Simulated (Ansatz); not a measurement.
MgScAlO$_{4}$ in space group R3m (No. 160; Pearson symbol hR7), PBEsol in the plane-wave PAW code Ansatz. The conduction-band minimum lies at Γ, with 1 equivalent valley. Second derivatives d²E/dk² of the lowest band at one valley (eV·Å²), along Cartesian directions:

```csv
direction,d²E/dk²
[100],19.31
[010],19.31
[001],14.90
[110],19.31
[101],17.11
[011],17.11
```

Question: Find the principal effective masses, the density-of-states mass and the conductivity mass.

Answer: Off-diagonal terms follow from H_xy = H[110] − (H_xx + H_yy)/2, and m*/mₑ = 7.620 eV·Å² over each eigenvalue: 0.39, 0.39, 0.51. One valley's DOS mass (m₁m₂m₃)^(1/3) = 0.43, conductivity mass 3/(Σ 1/mᵢ) = 0.43 mₑ.

Question: What effective density of states Nc follows at 300 K for parabolic valleys?

Answer: Nc = 2.509e19 × 1 × (0.43)^(3/2) ≈ 7.1e18 cm⁻³.

The first step of the workflow began from a Materials Project structure, measured or hypothetical; the Crystallography Open Database copy checked does not list it. Whether it is the stable phase at ambient conditions was not checked. Symmetry was held in the PBEsol relaxation; its stability against distortions is not shown here. No spin polarisation was allowed.

Potentials: the later of the program's two PAW sets.

Edges and masses are those of Kohn–Sham bands, whose gap is no quasiparticle gap.
